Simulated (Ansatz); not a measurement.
Consider the following.

MgZn$_{3}$S$_{4}$:
```xyz
8
Lattice="6.2768 0.0000 0.0000 0.0000 3.8328 0.0000 -0.0050 0.0000 6.6604" Properties=species:S:1:pos:R:3 pbc="T T T"
Mg     3.1345     0.0000     4.4379
Zn     3.1342     1.9164     1.1140
Zn     6.2720     1.9164     5.5737
Zn     6.2696     0.0000     2.1933
S      0.6933     0.0000     4.4290
S      0.7984     1.9164     1.1138
S      3.9578     1.9164     5.6279
S      3.9412     0.0000     2.1515
```

This is the PBEsol-relaxed structure. Tensor components refer to the Cartesian frame of this cell.

Task: All from plane-wave PAW PBEsol (Ansatz code), unless another level is named. Give the Hill bulk and shear moduli.

Result: 72.2 and 28.0 GPa.

Task: Predict the elastic constants (relaxed ions, GPa).

Result: C11 = 129, C22 = 113, C33 = 112, C12 = 45.3, C13 = 47.7, C23 = 55.3, C44 = 26.6, C55 = 23.9, C66 = 23.5, C15 = 0.1, C25 = 0.4, C35 = -0.4, C46 = -0.1.

Task: And the highest zone-centre frequency (without LO–TO term)?

Result: 45.4 meV.

Space group Pm. The workflow started from a Materials Project entry (that database holds measured and hypothetical structures alike); the Crystallography Open Database copy checked does not list it. With Mg and Zn taken as one species the cell has the higher symmetry P6_3mc, so it may be an ordered model of a mixed-site phase. Whether it is the stable phase at ambient conditions was not checked. Symmetry was held in the PBEsol relaxation; of distortions, only those at the zone centre were tested.

Potentials: the later of the program's two PAW sets.
